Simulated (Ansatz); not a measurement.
Input file for Ansatz (a quantum-chemistry and plane-wave program):

Ansatz 0.2 input:
```yaml
crystal:
  lattice:
    - [0.0, 2.4821110859, 2.4821110859]
    - [2.4821110859, 0.0, 2.4821110859]
    - [2.4821110859, 2.4821110859, 0.0]
  atoms:
    - { symbol: Li, position: [0.0, 0.0, 0.0] }
    - { symbol: Cl, position: [0.5, 0.5, 0.5] }
kpoints:
  mp_grid: { grid: [10, 10, 10] }
hamiltonian:
  xc: lda
  pseudopotentials: { azcp: { folder: ./paw }, kind: paw }
scf:
  occupations: { method: fixed }
elastic: { mode: relaxed_ion, stencil: two_point, amplitude: 0.005, f_tol: 0.0005 }
```

Output (shortened):

```
Pseudopotentials: kind: paw
Pseudopotential: Li, paw, valence charge 3
Pseudopotential: Cl, paw, valence charge 7
Functional definition: SPW92
Crystal: 2 atoms, lattice volume = 30.584 Å³
Basis set: ecut = 420 eV, 609 PW (Γ)
Bands: 9, of which v1, the nominal top of the filled ones, is band 5 counted from 1 (4 counted from 0)
Symmetry: 48 space group operations
Space group: Fm-3m (ITA 225), of the structure as read, at distance tolerance 3.1e-5 Å
k-points: 47 of 1000
PAW frozen core: Cl, regenerated for the run's functional, and the local potential with it
Initial density: superposition of atomic densities (chi_scale 0.1, normalization cell, long waves kept (reshape's long-wave potential 0.00 eV rms))
Initial wavefunctions: pseudopotential atomic-orbital guess
Eigensolver: davidson
Functional: x = slater, c = lda
SCF iter   1: F=—  HF=-1249.512214 eV  |F-HF|=—  |Δ(HF+E_count)|=         —  Δρ=2.84e-2  dr2=1.94e-1  ethr=3.10e-3  ⟨swp⟩=4.5  Hψ=2676  notcnv=0  defer=78
all-band conjugate gradients solve this SCF's bands
preconditioner: auto → none
SCF iter   2: F=—  HF=-1249.482756 eV  |F-HF|=—  |Δ(HF+E_count)|=   2.95e-2  Δρ=1.31e-2  dr2=3.74e-2  ethr=1.94e-3  ⟨swp⟩=2.0  Hψ=902  notcnv=0  defer=82
SCF iter   3: F=—  HF=-1249.478693 eV  |F-HF|=—  |Δ(HF+E_count)|=   4.06e-3  Δρ=3.04e-3  dr2=2.83e-3  ethr=3.74e-4  ⟨swp⟩=3.0  Hψ=758  notcnv=0  defer=88
SCF iter   4: F=—  HF=-1249.477842 eV  |F-HF|=—  |Δ(HF+E_count)|=   8.50e-4  Δρ=3.04e-4  dr2=1.60e-5  ethr=2.83e-5  ⟨swp⟩=2.9  Hψ=711  notcnv=0  defer=90
SCF iter   5: F=—  HF=-1249.477858 eV  |F-HF|=—  |Δ(HF+E_count)|=   1.63e-5  Δρ=1.96e-5  dr2=1.14e-7  ethr=1.60e-7  ⟨swp⟩=2.4  Hψ=548  notcnv=0  defer=82
SCF iter   6: F=—  HF=-1249.477859 eV  |F-HF|=—  |Δ(HF+E_count)|=   5.24e-8  Δρ=1.68e-6  dr2=4.22e-10  ethr=1.14e-9  ⟨swp⟩=2.6  Hψ=628  notcnv=0
SCF iter   7: F=—  HF=-1249.477859 eV  |F-HF|=—  |Δ(HF+E_count)|=   1.41e-9  Δρ=1.46e-7  dr2=1.79e-12  ethr=4.22e-12  ⟨swp⟩=2.4  Hψ=648  notcnv=0
SCF iter   8: F=-1249.477859 eV  HF=-1249.477859 eV  |F-HF|=2.27e-13  |Δ(HF+E_count)|=  3.64e-12  Δρ=4.94e-9  dr2=3.85e-15  ethr=1.00e-12  ⟨swp⟩=7.0  Hψ=2277  notcnv=0
SCF 1 converged in 8 iterations: F = -1249.477859 eV  dr2 = 3.85e-15
density extrapolation: transplant  |δρ|_rms = 2.636e-2 e/Å³  SAD shift = 3.183e-3 e/Å³
Crystal: 2 atoms, lattice volume = 30.431 Å³
Symmetry: 16 space group operations
k-points: 102 of 1000
Initial density: handed on by an earlier stage of this run
Initial wavefunctions: those handed on with the density
iter 1 solved again at ethr=1.13e-7 eV; its pass at ethr=3.10e-3 eV (dr2=1.13e-5 eV) is discarded
SCF iter   1: F=—  HF=-1249.477685 eV  |F-HF|=—  |Δ(HF+E_count)|=         —  Δρ=2.60e-4  dr2=2.11e-5  ethr=1.13e-7  ⟨swp⟩=3.0  Hψ=6938  notcnv=0  defer=201
preconditioner: auto → none
SCF iter   2: F=—  HF=-1249.477680 eV  |F-HF|=—  |Δ(HF+E_count)|=   5.68e-6  Δρ=1.14e-4  dr2=3.94e-6  ethr=1.13e-7  ⟨swp⟩=2.0  Hψ=1269  notcnv=0  defer=107
SCF iter   3: F=—  HF=-1249.477680 eV  |F-HF|=—  |Δ(HF+E_count)|=   4.47e-7  Δρ=1.21e-5  dr2=2.58e-8  ethr=3.59e-8  ⟨swp⟩=2.0  Hψ=1327  notcnv=0  defer=4
SCF iter   4: F=—  HF=-1249.477679 eV  |F-HF|=—  |Δ(HF+E_count)|=   7.34e-7  Δρ=3.80e-6  dr2=5.65e-9  ethr=2.35e-10  ⟨swp⟩=2.0  Hψ=1298  notcnv=0  defer=3
SCF iter   5: F=—  HF=-1249.477679 eV  |F-HF|=—  |Δ(HF+E_count)|=   1.99e-9  Δρ=3.37e-7  dr2=1.43e-11  ethr=5.16e-11  ⟨swp⟩=2.0  Hψ=1272  notcnv=0  defer=3
SCF iter   6: F=—  HF=-1249.477679 eV  |F-HF|=—  |Δ(HF+E_count)|=  9.09e-12  Δρ=6.10e-8  dr2=4.71e-13  ethr=1.30e-13 (applied; sched 1.00e-12)  ⟨swp⟩=2.6  Hψ=1445  notcnv=0  defer=3
SCF iter   7: F=-1249.477679 eV  HF=-1249.477679 eV  |F-HF|=0.00e0  |Δ(HF+E_count)|=  2.27e-13  Δρ=1.38e-9  dr2=3.40e-16  ethr=1.00e-12  ⟨swp⟩=4.0  Hψ=2674  notcnv=0
SCF 2 converged in 7 iterations: F = -1249.477679 eV  dr2 = 3.40e-16
density extrapolation: first-order (α = -2.000)  |δρ|_rms = 2.636e-2 e/Å³  SAD shift = 3.158e-3 e/Å³
Crystal: 2 atoms, lattice volume = 30.737 Å³
iter 1 solved again at ethr=2.80e-10 eV; its pass at ethr=3.10e-3 eV (dr2=2.80e-8 eV) is discarded
SCF iter   1: F=—  HF=-1249.477674 eV  |F-HF|=—  |Δ(HF+E_count)|=         —  Δρ=4.05e-5  dr2=2.67e-8  ethr=2.80e-10  ⟨swp⟩=2.6  Hψ=6537  notcnv=0  defer=107
preconditioner: auto → none
SCF iter   2: F=—  HF=-1249.477675 eV  |F-HF|=—  |Δ(HF+E_count)|=   3.97e-7  Δρ=2.01e-5  dr2=4.49e-9  ethr=2.67e-10  ⟨swp⟩=1.6  Hψ=1147  notcnv=0  defer=107
SCF iter   3: F=—  HF=-1249.477675 eV  |F-HF|=—  |Δ(HF+E_count)|=   1.30e-7  Δρ=3.44e-6  dr2=2.90e-10  ethr=4.49e-11  ⟨swp⟩=1.9  Hψ=1276  notcnv=0  defer=107
SCF iter   4: F=—  HF=-1249.477675 eV  |F-HF|=—  |Δ(HF+E_count)|=   3.60e-9  Δρ=6.88e-7  dr2=7.02e-12  ethr=2.90e-12  ⟨swp⟩=2.3  Hψ=1263  notcnv=0  defer=107
SCF iter   5: F=-1249.477675 eV  HF=-1249.477675 eV  |F-HF|=4.55e-13  |Δ(HF+E_count)|=  1.51e-10  Δρ=1.39e-8  dr2=8.55e-15  ethr=1.00e-12  ⟨swp⟩=3.4  Hψ=3672  notcnv=0
SCF 3 converged in 5 iterations: F = -1249.477675 eV  dr2 = 8.55e-15
density extrapolation: transplant  |δρ|_rms = 2.636e-2 e/Å³  SAD shift = 1.747e-3 e/Å³
Crystal: 2 atoms, lattice volume = 30.584 Å³
Symmetry: 8 space group operations
k-points: 171 of 1000
iter 1 solved again at ethr=7.95e-8 eV; its pass at ethr=3.10e-3 eV (dr2=7.95e-6 eV) is discarded
SCF iter   1: F=—  HF=-1249.477790 eV  |F-HF|=—  |Δ(HF+E_count)|=         —  Δρ=9.76e-5  dr2=7.03e-7  ethr=7.95e-8  ⟨swp⟩=3.0  Hψ=11550  notcnv=0  defer=340
preconditioner: auto → none
SCF iter   2: F=—  HF=-1249.477792 eV  |F-HF|=—  |Δ(HF+E_count)|=   1.22e-6  Δρ=4.91e-5  dr2=1.76e-7  ethr=7.03e-9  ⟨swp⟩=1.0  Hψ=1552  notcnv=0  defer=172
SCF iter   3: F=—  HF=-1249.477792 eV  |F-HF|=—  |Δ(HF+E_count)|=   2.65e-7  Δρ=1.94e-6  dr2=5.66e-10  ethr=1.76e-9  ⟨swp⟩=2.5  Hψ=2208  notcnv=0  defer=172
SCF iter   4: F=—  HF=-1249.477792 eV  |F-HF|=—  |Δ(HF+E_count)|=  6.50e-11  Δρ=5.99e-7  dr2=6.61e-11  ethr=5.66e-12  ⟨swp⟩=2.0  Hψ=2206  notcnv=0  defer=172
SCF iter   5: F=—  HF=-1249.477792 eV  |F-HF|=—  |Δ(HF+E_count)|=  2.86e-11  Δρ=7.47e-8  dr2=1.16e-12  ethr=6.61e-13 (applied; sched 1.00e-12)  ⟨swp⟩=2.5  Hψ=2221  notcnv=0  defer=172
SCF iter   6: F=-1249.477792 eV  HF=-1249.477792 eV  |F-HF|=0.00e0  |Δ(HF+E_count)|=  4.55e-13  Δρ=1.04e-8  dr2=1.04e-14  ethr=1.00e-12  ⟨swp⟩=5.0  Hψ=5011  notcnv=0
SCF 4 converged in 6 iterations: F = -1249.477792 eV  dr2 = 1.04e-14
density extrapolation: first-order (α = -2.000)  |δρ|_rms = 2.636e-2 e/Å³  SAD shift = 1.747e-3 e/Å³
Crystal: 2 atoms, lattice volume = 30.584 Å³
iter 1 solved again at ethr=2.49e-11 eV; its pass at ethr=3.10e-3 eV (dr2=2.49e-9 eV) is discarded
SCF iter   1: F=—  HF=-1249.477792 eV  |F-HF|=—  |Δ(HF+E_count)|=         —  Δρ=1.92e-5  dr2=2.55e-9  ethr=2.49e-11  ⟨swp⟩=2.8  Hψ=10984  notcnv=0  defer=180
preconditioner: auto → none
SCF iter   2: F=—  HF=-1249.477792 eV  |F-HF|=—  |Δ(HF+E_count)|=   9.22e-8  Δρ=9.62e-6  dr2=6.15e-10  ethr=2.49e-11  ⟨swp⟩=1.0  Hψ=1539  notcnv=0  defer=180
SCF iter   3: F=—  HF=-1249.477792 eV  |F-HF|=—  |Δ(HF+E_count)|=   3.07e-8  Δρ=3.66e-7  dr2=2.46e-11  ethr=6.15e-12  ⟨swp⟩=1.0  Hψ=1539  notcnv=0  defer=180
SCF iter   4: F=-1249.477792 eV  HF=-1249.477792 eV  |F-HF|=2.27e-13  |Δ(HF+E_count)|=  1.39e-11  Δρ=9.88e-9  dr2=1.84e-14  ethr=1.00e-12  ⟨swp⟩=4.0  Hψ=6639  notcnv=0
SCF 5 converged in 4 iterations: F = -1249.477792 eV  dr2 = 1.84e-14
SCF converged after 8 iterations
Free energy (F): -1249.477859 eV
Harris-Foulkes:  -1249.477859 eV  (|F-HF|=2.27e-13)
Internal energy: -1249.477859 eV  (E = F + TS)
E sigma→0 (E₀):  -1249.477859 eV
Fermi energy:    2.377276 eV
--- Per-component energies (eV) ---
  E_band       = -96.035038
  E_kinetic    = 170.561978
  E_local      = -306.914424  (includes V_loc(G=0)·N_el)
  E_nonlocal   = 13.574508
  E_hartree    = 88.185442
  E_xc         = -116.248271
  E_vxc        = -129.051373  (∫ρ·V_xc dr)
  E_paw        = -646.769559  (= ΣΔE_a)
  E_vpaw       = -20.576996  (= ΣTr[D̂ρ^β])
  E_aug_tail   = 0.000384  (compensation charges beyond the density's cutoff)
  E_ewald      = -452.058409
  E_core_change = 0.190492  (= ΣΔE_core)
  E_smearing   =  0.000000  (= −TS)
  E_closure    = 0.000000  (closes the sum)
  Σ components = -1249.477859   (vs F -1249.477859, Δ=0.00e0)
  [band-id]    e_kinetic+e_local+e_nonlocal+2·e_hartree+e_vxc+e_vpaw+e_augmentation_tail = -96.035039   (vs E_band -96.035038, Δ=-6.26e-7)
--- Forces (eV/Å), atoms counted from 1 ---
  atom   1  Li     0.00000000     0.00000000     0.00000000
  atom   2  Cl     0.00000000     0.00000000     0.00000000
  max |Σ_I F_I| component: 0.0 eV/Å
--- Stress (GPa, compression-positive) ---
       -0.005666       0.000000       0.000000
        0.000000      -0.005666       0.000000
        0.000000       0.000000      -0.005666
  P = ⅓ Tr σ = -0.0057 GPa (-0.057 kbar)
  The stress holds the Pulay correction. Without it, at fixed plane waves, as pw.x and ABINIT print it: P = -0.0151 GPa
  The stress includes an estimate of the error left by incomplete SCF convergence (largest component 0.0000 GPa).
--- Band table (eV; the first three rows and the last of 47) ---
  k-point 0: bands = ["-39.9371", "-11.3508", "2.3730", "2.3730", "2.3730", "8.9727", "14.0090", "14.0090", "14.0090"]
  k-point 1: bands = ["-39.9366", "-11.2899", "1.9573", "2.3404", "2.3404", "9.2997", "13.4605", "14.0456", "14.0456"]
  k-point 2: bands = ["-39.9353", "-11.1231", "1.0225", "2.2588", "2.2588", "9.6732", "13.1627", "13.3074", "13.3074"]
  k-point 46: bands = ["-39.9300", "-10.3024", "-0.5054", "0.1313", "1.1007", "11.4423", "12.0121", "13.0899", "13.5574"]
  band table: 9 of 9 bands, residual norms ≤ 1.0e-3 eV
--- Elastic constants: 2 strain directions × 2 members + reference (group order 48) ---
  dense FFT box of the reference and of every strained cell: 24×24×24
  strains applied: 11, 23; error gains: componentwise 1.00 (the most a stress slope's error grows in a printed constant), spectral 1.73 (1 for all six strains …
  C = ∂σ_k/∂η_j (tension-positive GPa; Voigt order 11 22 33 23 13 12):
        76.211     23.182     23.182      0.000      0.000      0.000
        23.182     76.211     23.182      0.000      0.000      0.000
        23.182     23.182     76.211      0.000      0.000      0.000
         0.000      0.000      0.000     28.220      0.000      0.000
         0.000      0.000      0.000      0.000     28.220      0.000
         0.000      0.000      0.000      0.000      0.000     28.220
  reference stress σ⁰ (GPa):      0.006      0.006      0.006      0.000      0.000      0.000
  C* (energy form; C + prestress term) asymmetry max|C*_kj − C*_jk| = 7.105e-15 GPa — a small one proves nothing (zero by symmetry where the batch's group is …
  moduli (Voigt/Reuss/Hill, GPa): K = 40.86/40.86/40.86   G = 27.54/27.51/27.52   E = 67.43   ν = 0.225
  mechanically stable: yes (min eigenvalue of sym C = 28.22 GPa)
  where every solve meets its electron count the energy-path curvature estimates C_jj along a normal strain and C_jj − ¼(σ⁰_aa + σ⁰_bb) along a shear (ab), of …
  strain η (Voigt 11):  stress-route row diagonal C_11 = 76.21 GPa, energy-path curvature d²(F+E_count+ΔE)/dδ²/Ω₀ = 76.20 GPa
         δ    σ_11 (GPa)             F (eV)   n_scf  n_hpsi   n_pw
    -5.000e-3      -0.3871       -1249.4776794       7   17597    610   relax 0 steps, max|allowed force component| 0.0 eV/Å
     5.000e-3       0.3750       -1249.4776749       5   15273    612   relax 0 steps, max|allowed force component| 0.0 eV/Å
  strain η (Voigt 23):  stress-route row diagonal C_44 = 28.22 GPa, energy-path curvature d²(F+E_count+ΔE)/dδ²/Ω₀ = 28.22 GPa
         δ    σ_23 (GPa)             F (eV)   n_scf  n_hpsi   n_pw
    -5.000e-3      -0.1411       -1249.4777918       6   27076    610   relax 0 steps, max|allowed force component| 0.0 eV/Å
     5.000e-3       0.1411       -1249.4777918       4   23025    610   relax 0 steps, max|allowed force component| 0.0 eV/Å
```

Cost: roughly 15 core-seconds on shared cores.

Symmetry was held in the LDA relaxation.

Potentials: the earlier of the program's two PAW sets. The files were generated under PBE; for other functionals the program regenerates the frozen cores, and for LDA and PBEsol the local potential too.

Ansatz is a plane-wave DFT program.
